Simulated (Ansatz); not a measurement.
Ansatz input

```yaml
crystal:
  lattice:
    - [0.0, 3.6182837686, 3.6182837686]
    - [3.6182837686, 0.0, 3.6182837686]
    - [3.6182837686, 3.6182837686, 0.0]
  atoms:
    - { symbol: Bi, position: [0.125, 0.125, 0.125] }
    - { symbol: Bi, position: [0.875, 0.875, 0.875] }
hamiltonian:
  xc: r2scan
  pseudopotentials:
    kind: paw
    azcp:
      Bi: "pseudopotentials/Bi.paw.azcp"
basis:
  ecutwfc: 500
  fft_grid_basis: typed
kpoints:
  mp_grid: { grid: [12, 12, 12], shift: [0, 0, 0] }
magnetization:
  spin_polarized: false
scf:
  occupations: { method: fermi_dirac, width: 0.1 }
```

Output

```
Engine: ansatz 0.2.0, x86_64-unknown-linux-gnu
Pseudopotentials: kind: paw
Pseudopotential: Bi, paw, valence charge 15, recommended cutoff 500 eV (meta_gga) 
Functional definition: r2SCAN
  parameter k0 = 0.174
  parameter k1 = 0.065
  parameter a1 = 4.9479
  exchange = r2scan_x(k0 = k0, k1 = k1, a1 = a1)
  correlation = r2scan_c
Crystal: 2 atoms, lattice volume = 94.741 Å³
Basis set: ecut = 500 eV, 2421 PW (Γ), exchange–correlation on 160×160×160 points (64 copies of the dense FFT grid, shifted against one another)
Bands: 19, of which v1, the nominal top of the filled ones, is band 15 counted from 1 (14 counted from 0)
Symmetry: 48 space group operations
Space group: Fd-3m (ITA 227), of the structure as read, at distance tolerance 4.6e-5 Å
k-points: 72 of 1728
Non-local potential: Bi, projectors of the file, l = 0: 2, l = 1: 2, l = 2: 2, l = 3: 2
PAW form: soft (Blöchl's): semilocal exchange-correlation on the pseudo side does not see the compensation charge
PAW frozen core: Bi, regenerated for the run's functional (the file was generated under x = pbe(κ = 0.804, μ = 0.2195149727645171), c = pbe(β = 0.06672455060314922))
PAW one-centre angular grid: Bi, 590 points (default); XC on 160 Gauss nodes
Initial density: superposition of atomic densities (neutral atoms: chi_scale 0, normalization atom), corrected by the library's trained network
Initial wavefunctions: pseudopotential atomic-orbital guess
Functional: x = r2scan, c = r2scan; τ floored in thin density (d = 2e-4 eV/Å³)
SCF iter   1: F=—  HF=-24821.636170 eV  |F-HF|=—  |Δ(HF+E_count)|=         —  Δρ=2.74e-3  dr2=5.92e-3  dr2_τ=6.28e-4  ethr=1.77e-3  ⟨swp⟩=6.2  Hψ=6766  notcnv=0
SCF iter   2: F=—  HF=-24821.638887 eV  |F-HF|=—  |Δ(HF+E_count)|=   2.72e-3  Δρ=1.52e-3  dr2=2.07e-3  dr2_τ=5.61e-5  ethr=1.97e-5  ⟨swp⟩=2.3  Hψ=2812  notcnv=0
SCF iter   3: F=—  HF=-24821.639504 eV  |F-HF|=—  |Δ(HF+E_count)|=   6.17e-4  Δρ=3.52e-4  dr2=3.38e-4  dr2_τ=2.61e-6  ethr=6.90e-6  ⟨swp⟩=2.0  Hψ=1735  notcnv=0
SCF iter   4: F=—  HF=-24821.639513 eV  |F-HF|=—  |Δ(HF+E_count)|=   8.69e-6  Δρ=1.53e-4  dr2=6.34e-5  dr2_τ=2.71e-7  ethr=1.13e-6  ⟨swp⟩=2.5  Hψ=2097  notcnv=0
SCF iter   5: F=—  HF=-24821.639511 eV  |F-HF|=—  |Δ(HF+E_count)|=   2.50e-6  Δρ=4.76e-5  dr2=3.46e-6  dr2_τ=2.72e-8  ethr=2.11e-7  ⟨swp⟩=2.0  Hψ=1575  notcnv=0
SCF iter   6: F=—  HF=-24821.639512 eV  |F-HF|=—  |Δ(HF+E_count)|=   1.90e-6  Δρ=1.17e-5  dr2=1.45e-7  dr2_τ=4.95e-9  ethr=1.15e-8  ⟨swp⟩=2.8  Hψ=2421  notcnv=0
SCF iter   7: F=-24821.639513 eV  HF=-24821.639513 eV  |F-HF|=2.91e-9  |Δ(HF+E_count)|=   1.66e-7  Δρ=2.69e-6  dr2=7.97e-9  dr2_τ=2.07e-10  ethr=3.33e-10  ⟨swp⟩=2.7  Hψ=2823  notcnv=0
SCF 1 converged in 7 iterations: F = -24821.639513 eV  dr2 = 7.97e-9
SCF converged after 7 iterations
Free energy (F): -24821.639513 eV
Harris-Foulkes:  -24821.639513 eV  (|F-HF|=2.91e-9)
Internal energy: -24821.609262 eV  (E = F + TS)
E sigma→0 (E₀):  -24821.624387 eV
Entropy (-TS):   -0.030251 eV (-15.125 meV/atom)
Fermi energy:    6.117459 eV
--- Per-component energies (eV) ---
  E_band       = -342.901523
  E_kinetic    = 601.464890
  E_local      = -3768.981467  (includes V_loc(G=0)·N_el)
  E_nonlocal   = 1121.252610
  E_hartree    = 1291.992819
  E_xc         = -280.104694
  E_vxc        = -311.365559  (∫ρ·V_xc dr)
  E_paw        = -21377.233411  (= ΣΔE_a)
  E_vpaw       = -591.341094  (= ΣTr[D̂ρ^β])
  E_aug_tail   = -0.000520  (compensation charges beyond the density's cutoff)
  E_vtau       = 22.080043  (kinetic-family band-sum trace: ∫τ·v_τ [+ j·A + Jᵃ·Aᵃ] dr)
  E_ewald      = -2411.750582
  E_core_change = 1.751094  (= ΣΔE_core)
  E_smearing   = -0.030251  (= −TS)
  E_closure    = -0.000000  (closes the sum)
  Σ components = -24821.639513   (vs F -24821.639513, Δ=0.00e0)
```

Command:

```sh
ansatz run input.yaml --threads 1 --pin off --max-ram 3584MiB --backend cpu --events-out ev --progress --plain --runs-dir out
```

On 1 thread of Intel(R) Xeon(R) Platinum 8259CL CPU @ 2.50GHz (Skylake/Cascade Lake) (shared host) this took about 14 s of wall time and 14 s of CPU time.
